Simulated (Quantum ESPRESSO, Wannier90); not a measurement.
## SiRu (CsCl type), plane waves to Wannier functions

Materials Project entry mp-381; symmetrised, unrelaxed at this level. Not found in the COD (Crystallography Open Database) copy used; not checked further. Method: PBEsol plane waves in Quantum ESPRESSO 7.5 (PseudoDojo norm-conserving files, 68 Ry, no spin polarisation, no spin-orbit coupling), Bloch states on a 10×10×10 mesh through Γ, Wannier90 4.0.1. Density: 10×10×10 mesh, cold smearing 0.01 Ry.

On the energy scale of pw.x, whose zero is arbitrary, the Fermi level lies at 19.54 eV.

Input w.win:

```
num_bands = 3
num_wann = 3
exclude_bands = 1,5-26
num_iter = 800
conv_tol = 1.0e-6
conv_window = 4
write_hr = true
write_u_matrices = true
auto_projections = true
begin unit_cell_cart
ang
    2.9161200000    0.0000000000    0.0000000000
    0.0000000000    2.9161200000    0.0000000000
    0.0000000000    0.0000000000    2.9161200000
end unit_cell_cart
begin atoms_frac
Si   0.5000000000  0.5000000000  0.5000000000
Ru   0.0000000000  0.0000000000  0.0000000000
end atoms_frac
mp_grid = 10 10 10
begin kpoints
0.0000000000 0.0000000000 0.0000000000
0.0000000000 0.0000000000 0.1000000000
0.0000000000 0.0000000000 0.2000000000
... (997 more lines: the 10x10x10 mesh through Gamma)
end kpoints
```

Input of pw2wannier90.x that gives the overlap and projection files (equivalent; here they were cut from one run over all bands):

```
&inputpp
  outdir = './out'
  prefix = 'pwscf'
  seedname = 'w'
  write_amn = .true.
  write_mmn = .true.
  atom_proj = .true.
  atom_proj_exclude = 1 2 3 4 5 9 10 11 12 13 14
/
```

Output w.wout (banner and timings cut):

```
                                    ------
                                    SYSTEM
                                    ------

                              Lattice Vectors (Ang)
                    a_1     2.916120   0.000000   0.000000
                    a_2     0.000000   2.916120   0.000000
                    a_3     0.000000   0.000000   2.916120

                   Unit Cell Volume:      24.79797  (Ang^3)

                        Reciprocal-Space Vectors (Ang^-1)
                    b_1     2.154639   0.000000   0.000000
                    b_2     0.000000   2.154639   0.000000
                    b_3     0.000000   0.000000   2.154639

 *----------------------------------------------------------------------------*
 |   Site       Fractional Coordinate          Cartesian Coordinate (Ang)     |
 +----------------------------------------------------------------------------+
 | si   1   0.50000   0.50000   0.50000   |    1.45806   1.45806   1.45806    |
 | ru   1   0.00000   0.00000   0.00000   |    0.00000   0.00000   0.00000    |
 *----------------------------------------------------------------------------*
                                ------------
                                K-POINT GRID
                                ------------

             Grid size = 10 x 10 x 10      Total points = 1000

 *---------------------------------- MAIN ------------------------------------*
 |  Number of Wannier Functions               :                 3             |
 |  Number of Objective Wannier Functions     :                 3             |
 |  Number of input Bloch states              :                 3             |
 |  Output verbosity (1=low, 5=high)          :                 1             |
 |  Timing Level (1=low, 5=high)              :                 1             |
 |  Optimisation (0=memory, 3=speed)          :                 3             |
 |  Length Unit                               :               Ang             |
 |  Post-processing setup (write *.nnkp)      :                 F             |
 |  Using Gamma-only branch of algorithms     :                 F             |
 *----------------------------------------------------------------------------*
 *------------------------------- WANNIERISE ---------------------------------*
 |  Total number of iterations                :               800             |
 |  Number of CG steps before reset           :                 5             |
 |  Trial step length for line search         :             2.000             |
 |  Convergence tolerence                     :         0.100E-05             |
 |  Convergence window                        :                 4             |
 |  Iterations between writing output         :                 1             |
 |  Iterations between backing up to disk     :               100             |
 |  Write r^2_nm to file                      :                 F             |
 |  Write xyz WF centres to file              :                 F             |
 |  Write on-site energies <0n|H|0n> to file  :                 F             |
 |  Use guiding centre to control phases      :                 F             |
 |  Use phases for initial projections        :                 F             |
 *----------------------------------------------------------------------------*
 *-------------------------------- PLOTTING ----------------------------------*
 |  Plotting Hamiltonian in WF basis          :                 T             |
 *----------------------------------------------------------------------------*

       ... (k-mesh section left out)

 Starting a new Wannier90 calculation ...

 Reading overlaps from w.mmn

 Reading projections from w.amn

 *------------------------------- WANNIERISE ---------------------------------*
 +--------------------------------------------------------------------+<-- CONV
 | Iter  Delta Spread     RMS Gradient      Spread (Ang^2)            |<-- CONV
 +--------------------------------------------------------------------+<-- CONV

 ------------------------------------------------------------------------------
 Initial State
  WF centre and spread    1  ( -0.000000,  0.000000, -0.000000 )     0.41583404
  WF centre and spread    2  ( -0.000000, -0.000000,  0.000000 )     0.41583404
  WF centre and spread    3  (  0.000000, -0.000000,  0.000000 )     0.41583404
  Sum of centres and spreads ( -0.000000, -0.000000, -0.000000 )     1.24750213

      0     0.125E+01     0.0000000000        1.2475021290  <-- CONV
        O_D=      0.0000000 O_OD=      0.0000020 O_TOT=      1.2475021 <-- SPRD
 ------------------------------------------------------------------------------
      1    -0.488E-14     0.0000007892        1.2475021290  <-- CONV
        O_D=      0.0000000 O_OD=      0.0000020 O_TOT=      1.2475021 <-- SPRD
      2    -0.955E-14     0.0000007883        1.2475021290  <-- CONV
        O_D=      0.0000000 O_OD=      0.0000020 O_TOT=      1.2475021 <-- SPRD
      3    -0.142E-13     0.0000007864        1.2475021290  <-- CONV
        O_D=      0.0000000 O_OD=      0.0000020 O_TOT=      1.2475021 <-- SPRD
      4    -0.189E-13     0.0000007836        1.2475021290  <-- CONV
        O_D=      0.0000000 O_OD=      0.0000020 O_TOT=      1.2475021 <-- SPRD
             <<<     Delta < 1.000E-06  over  4 iterations     >>>
             <<< Wannierisation convergence criteria satisfied >>>
 Final State
  WF centre and spread    1  ( -0.000000,  0.000000, -0.000000 )     0.41583404
  WF centre and spread    2  ( -0.000000, -0.000000,  0.000000 )     0.41583404
  WF centre and spread    3  (  0.000000, -0.000000,  0.000000 )     0.41583404
  Sum of centres and spreads ( -0.000000, -0.000000, -0.000000 )     1.24750213

         Spreads (Ang^2)       Omega I      =     1.247500113
        ================       Omega D      =     0.000000000
                               Omega OD     =     0.000002015
    Final Spread (Ang^2)       Omega Total  =     1.247502129
```
